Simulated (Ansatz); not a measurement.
# Mo: energy along a strain

Mo, P6/mmm, a = 2.736 Å, c = 2.555 Å (as given, not relaxed at this level: -3.7 GPa). This isn't the element's structure at ambient conditions. Ansatz: PBEsol, PAW, 420 eV, Γ-centred 18×18×18 mesh on 1 atom, Gaussian smearing 0.15 eV; no spin polarisation. Cell vectors (Å): 2.736 0.000 0.000; -1.368 2.369 0.000; 0.000 0.000 2.555. The cell is strained by x per cent times the pattern (1 1 0 0 0 0) in the order xx yy zz yz xz xy (engineering shears), with fractional coordinates held. y is the free energy over the start, V0 = 16.559 Å³/atom. Points with a strain past 8.5 % were computed too (3) and aren't used here.

```tsv
x (%)	y (meV/atom)
-7.50	382.57
-5.00	152.87
-2.50	31.40
0.00	0.00
2.50	?
5.00	133.66
7.50	267.81
```

Question: Fit y = c1 x + c2 x² + c3 x³ to the other rows, get the stiffness along the pattern, and predict the missing energy.

Answer: Least squares on the rows shown. y = 2.7648 x + 5.7723 x² − 0.18532 x³. The clamped-ion stiffness p·C·p = 2 × 57.72 eV × 160.2 / 16.559 Å³ = 1117 GPa (second derivative at the start, which stands under stress). At x = 2.50 the fit asked for gives 40.09 meV/atom. The run gave 39.55 meV/atom, so the fit is 0.54 meV/atom too high, within the rms miss on the fitted rows (0.81 meV/atom).